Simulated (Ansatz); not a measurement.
Input and output for fcc Pt (111), 4 layers: DFT, PBE, norm-conserving pseudopotentials, Ansatz's default files, scalar-relativistic (Ansatz 0.2.0).

The slab is cut from a bulk crystal relaxed on PAW files (its atoms may have been relaxed since).

Command: `ansatz run input.yaml --threads 1 --pin off --max-ram 3584MiB --backend cpu --events-out ev --progress --plain --runs-dir out` It took 34 s on 1 thread of Intel(R) Xeon(R) 6975P-C (Granite Rapids) (shared host), peak memory 0.74 GiB.

```yaml
crystal:
  lattice:
    - [2.8080030018, 0.0, 0.0]
    - [-1.4040015009, 2.4318019335, 0.0]
    - [0.0, 0.0, 22.8782]
  atoms:
    - { symbol: Pt, position: [0.0, 0.0, 0.3495850144] }
    - { symbol: Pt, position: [0.3333333333, 0.6666666667, 0.4503566078] }
    - { symbol: Pt, position: [0.6666666667, 0.3333333333, 0.5496433921] }
    - { symbol: Pt, position: [0.0, 0.0, 0.650414985] }
kpoints:
  mp_grid: { grid: [13, 13, 1] }
scf:
  occupations: { method: fermi_dirac, width: 0.08 }
hamiltonian:
  xc: pbe
  pseudopotentials: { kind: nc }
output:
  forces: true
  stress: true
  eigenvalues: true
efield:
  axis: 3
  amplitude: 0
  dipole_correction: true
```

Output:

```
Engine: ansatz 0.2.0
Pseudopotentials: kind: nc
Pseudopotential: Pt, nc, valence charge 18, recommended cutoff 1142.878222 eV (normal), Pt.nc.azcp
Functional definition: PBE
  parameter kappa = 0.804
  parameter beta = 0.06672455060314922
  exchange = pbe_x(kappa = kappa, mu = beta*pi^2/3)
  correlation = pbe_c(beta = beta)
Crystal: 4 atoms, lattice volume = 156.224 Å³
Basis set: ecut = 1142.878222 eV, 13777 PW (Γ), exchange–correlation on 64×64×512 points (8 copies of the dense FFT grid, shifted against one another)
Bands: 44, of which v1, the nominal top of the filled ones, is band 36 counted from 1 (35 counted from 0)
Symmetry: 6 space group operations
k-points: 21 of 169 (time reversal used)
Non-local potential: Pt, projectors of the file, l = 0: 2, l = 1: 2, l = 2: 2, l = 3: 2
Initial density: superposition of atomic densities (neutral atoms: chi_scale 0, normalization atom)
Initial wavefunctions: pseudopotential atomic-orbital guess
Functional: x = pbe(κ = 0.804, μ = 0.2195149727645171), c = pbe(β = 0.06672455060314922)
SCF iter   1: F=—  HF=-14202.105176 eV  |F-HF|=—  |Δ(HF+E_count)|=         —  Δρ=5.80e-2  dr2=5.75e0  ethr=3.10e-3  p=0.000 e·Å  D=2.20e-13 V/Å  ΔV_dip=-0.00 eV  dr2_dipole=9.34e-9  V_vac-E_F(+/−)=4.71/4.71 eV  ⟨swp⟩=9.9  Hψ=4403  notcnv=0  defer=3
efield: sawtooth ramp at fractional position 0.9500 (placed from the atoms, in the widest stretch of the axis that holds none; the zero of the levels goes with the place), width 0.1000; the density the first Hamiltonian is built on has a dipole p = 0.000 e·Å; the dipole correction subtracts the counter field D = 2.20e-13 V/Å, which shifts the + side's vacuum level by -0.00 eV against the − side's; the planar-averaged density in the ramp window peaks in size at 4.0e-8 e/Å³
preconditioner: auto → LDOS  [metal: Δε(μ)=0.014 eV  Ē_g=7.360 eV  σ=0.080 eV  W_gap=0.04  n_scr=16 (ndim 8)  ℏωp=18.8 eV  f_vac=0.547  D(μ)=8.15/eV (n_scr^D=100)  β→1.0]
SCF iter   2: F=—  HF=-14200.740018 eV  |F-HF|=—  |Δ(HF+E_count)|=    1.37e0  Δρ=1.16e-2  dr2=4.06e-1  ethr=3.10e-3  p=0.000 e·Å  D=1.68e-5 V/Å  ΔV_dip=-0.00 eV  dr2_dipole=8.77e-8  V_vac-E_F(+/−)=5.44/5.44 eV  ⟨swp⟩=2.0  Hψ=1648  notcnv=0  defer=17
SCF iter   3: F=—  HF=-14200.738439 eV  |F-HF|=—  |Δ(HF+E_count)|=   1.58e-3  Δρ=3.35e-3  dr2=6.39e-2  ethr=5.64e-4  p=-0.000 e·Å  D=-5.52e-8 V/Å  ΔV_dip=0.00 eV  dr2_dipole=2.37e-8  V_vac-E_F(+/−)=5.62/5.62 eV  ⟨swp⟩=2.5  Hψ=1441  notcnv=0  defer=17
SCF iter   4: F=—  HF=-14200.737228 eV  |F-HF|=—  |Δ(HF+E_count)|=   1.21e-3  Δρ=9.77e-4  dr2=3.21e-3  ethr=8.87e-5  p=0.000 e·Å  D=3.68e-6 V/Å  ΔV_dip=-0.00 eV  dr2_dipole=2.79e-10  V_vac-E_F(+/−)=5.66/5.66 eV  ⟨swp⟩=2.3  Hψ=1431  notcnv=0  defer=17
SCF iter   5: F=—  HF=-14200.736879 eV  |F-HF|=—  |Δ(HF+E_count)|=   3.49e-4  Δρ=1.34e-4  dr2=2.51e-5  ethr=4.45e-6  p=0.000 e·Å  D=1.96e-7 V/Å  ΔV_dip=-0.00 eV  dr2_dipole=1.45e-10  V_vac-E_F(+/−)=5.67/5.67 eV  ⟨swp⟩=2.2  Hψ=1425  notcnv=0  defer=17
SCF iter   6: F=—  HF=-14200.737767 eV  |F-HF|=—  |Δ(HF+E_count)|=   8.88e-4  Δρ=2.51e-5  dr2=2.04e-6  ethr=3.49e-8  p=-0.000 e·Å  D=-1.28e-8 V/Å  ΔV_dip=0.00 eV  dr2_dipole=8.35e-11  V_vac-E_F(+/−)=5.67/5.67 eV  ⟨swp⟩=3.0  Hψ=1977  notcnv=0  defer=17
SCF iter   7: F=-14200.737767 eV  HF=-14200.737767 eV  |F-HF|=7.77e-9  |Δ(HF+E_count)|=   1.06e-7  Δρ=2.62e-6  dr2=5.81e-9  ethr=1.39e-10  p=-0.000 e·Å  D=-2.96e-9 V/Å  ΔV_dip=0.00 eV  dr2_dipole=4.16e-12  V_vac-E_F(+/−)=5.67/5.67 eV  ⟨swp⟩=14.1  Hψ=6112  notcnv=0
SCF 1 converged in 7 iterations: F = -14200.737767 eV  dr2 = 5.81e-9
SCF converged after 7 iterations
Free energy (F): -14200.737767 eV
Harris-Foulkes:  -14200.737767 eV  (|F-HF|=7.77e-9)
Internal energy: -14200.570059 eV  (E = F + TS)
E sigma→0 (E₀):  -14200.653913 eV
Entropy (-TS):   -0.167708 eV (-41.927 meV/atom)
Fermi energy:    5.577676 eV
Dipole field:    D = 0.000003 V/Å  (p = 0.000003 e·Å, saw-weighted, corrected)
Work function:   Φ+ = 5.6680 eV   Φ− = 5.6680 eV
Levels:          The Fermi level and band energies are counted from a zero that moves with the ramp; work functions are not
--- Per-component energies (eV) ---
  E_band       = -1762.850188
  E_kinetic    = 4047.336982
  E_local      = -104718.523788  (includes V_loc(G=0)·N_el)
  E_nonlocal   = 877.908442
  E_hartree    = 49939.788522
  E_xc         = -2582.761111
  E_vxc        = -1849.149970  (∫ρ·V_xc dr)
  E_efield     = 0.000000  (sawtooth field / dipole correction)
  E_vefield    = 0.000000  (∫n·V_field dr)
  E_ewald      = 38235.680893
  E_smearing   = -0.167708  (= −TS)
  E_closure    = -0.000000  (closes the sum)
  Σ components = -14200.737767   (vs F -14200.737767, Δ=0.00e0)
--- Forces (eV/Å), atoms counted from 1 ---
  atom   1  Pt     0.00000000    -0.00000000    -0.00571950
  atom   2  Pt     0.00000000     0.00000000    -0.00603301
  atom   3  Pt     0.00000000    -0.00000000     0.00603347
  atom   4  Pt    -0.00000000     0.00000000     0.00571905
  max |Σ_I F_I| component: 8.79e-9 eV/Å
--- Stress (GPa, compression-positive) ---
       -4.301247       0.000000       0.000000
       -0.000000      -4.301247       0.000000
        0.000000       0.000000       0.054035
  P = ⅓ Tr σ = -2.8495 GPa (-28.495 kbar)
--- Band table (eV; the first three rows and the last of 21) ---
  k-point 0: bands = ["-92.7999", "-92.7847", "-92.3550", "-92.3550", "-47.0915", "-46.8769", "-46.8151", "-46.8151", "-46.7820", "-46.7820", "-46.4536", "-46.4536", "-46.4535", "-46.4535", "-46.2997", "-46.2944", "-3.7057", "-2.3813", "-1.2734", "-1.1948", "1.9600", "2.0858", "2.0922", "2.0922", "2.1951", "2.1951", "2.6003", "2.6003", "2.6953", "2.6953", "2.9260", "4.0671", "4.0671", "4.4063", "4.4063", "5.0871", "5.0871", "5.2281", "5.5536", "5.5536", "6.2720", "11.0185", "11.0362", "12.2262"]
  k-point 1: bands = ["-92.7986", "-92.7839", "-92.3540", "-92.3540", "-47.0867", "-46.8823", "-46.8281", "-46.8203", "-46.8002", "-46.7858", "-46.4715", "-46.4713", "-46.4580", "-46.4580", "-46.2976", "-46.2930", "-3.5045", "-2.1835", "-1.0702", "-1.0070", "1.8037", "1.8911", "1.9845", "2.2386", "2.3061", "2.3463", "2.4902", "2.5762", "2.7332", "2.8343", "2.8354", "3.9460", "3.9657", "4.3337", "4.4265", "4.5726", "4.9913", "5.0830", "5.5638", "6.0215", "7.2061", "11.1590", "11.1758", "12.3806"]
  k-point 2: bands = ["-92.7951", "-92.7815", "-92.3511", "-92.3511", "-47.0737", "-46.9116", "-46.8537", "-46.8460", "-46.8348", "-46.7967", "-46.5210", "-46.5201", "-46.4704", "-46.4703", "-46.2920", "-46.2889", "-2.9353", "-1.6437", "-0.5497", "-0.4880", "1.3802", "1.6229", "1.7062", "2.2542", "2.3122", "2.4929", "2.5666", "2.6574", "2.7040", "3.0958", "3.2323", "3.5920", "3.8539", "3.8587", "4.2285", "4.4245", "5.0702", "5.2443", "5.5886", "6.8998", "8.5444", "11.5126", "11.6487", "12.8419"]
  k-point 20: bands = ["-92.7724", "-92.7710", "-92.3345", "-92.3345", "-47.0742", "-47.0609", "-47.0311", "-46.9811", "-46.9125", "-46.8964", "-46.6880", "-46.6859", "-46.6444", "-46.6421", "-46.2644", "-46.2640", "0.2292", "0.3142", "0.5460", "0.9678", "1.0219", "1.2292", "1.3517", "1.9862", "2.0649", "2.6322", "2.7524", "2.8771", "2.9047", "3.6260", "4.0347", "4.0477", "4.8540", "5.2701", "5.3244", "5.4972", "9.4797", "10.5008", "10.8046", "10.8713", "12.0409", "12.0713", "13.2510", "13.7872"]
```

Spin–orbit coupling is left out, which matters for the heavy atoms. The norm-conserving files are those that the library serves for this functional.
